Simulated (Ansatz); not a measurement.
## Compressing ScPt3: a fit and a missing row

ScPt3, Pm-3m, a = 3.977 Å. The structure is a COD entry; whether it is the stable form wasn't checked. Ansatz: r2SCAN, PAW, 500 eV, Γ-centred 10×10×10 mesh on 4 atoms, Gaussian smearing 0.10 eV; no spin polarisation. Symmetry fixes shape and atoms, so the cell is only scaled; pressure is positive in compression.

| V (Å³/atom) | P (GPa) |
| --- | --- |
| 13.841 | ? |
| 14.313 | 26.24 |
| 14.784 | 15.87 |
| 15.256 | 7.22 |
| 15.728 | 0.00 |
| 16.200 | -5.99 |
| 16.672 | -10.98 |
| 17.301 | -16.33 |

Question: Take V0 = 15.728 Å³/atom, fit the third-order Birch–Murnaghan form to the other rows, and predict the missing pressure.

Answer: With the Eulerian strain f = ½[(V0/V)^(2/3) − 1] and y = P/[3f(1 + 2f)^(5/2)], the form is the line y = B0 + 1.5 B0 (B0′ − 4) f. Rows (f, y): 0.03243, 230.5; 0.02106, 226.6; 0.01026, 223.0; -0.00976, 214.9; -0.01906, 211.6; -0.03079, 207.2. Means f = 0.0006900, y = 218.97; Σ(Δf)² = 0.003004, ΣΔfΔy = 1.119; the slope is their ratio. y = 218.7 + 372.3 f GPa, so B0 = 218.7 GPa and B0′ = 4 + 2 × (372.3)/(3 × 218.7) = 5.13. At V = 13.841, f = 0.04447, y = 235.26 and P = 38.84 GPa. The run gave 38.65 GPa, so the fit is 0.19 GPa too high, a small miss on the scale of the series.

Spin–orbit coupling is left out, which can shift energies with elements as heavy as these.

Cost: 8 runs of about 4.2 core-minutes in all, on Arm Neoverse V1 (shared hosts).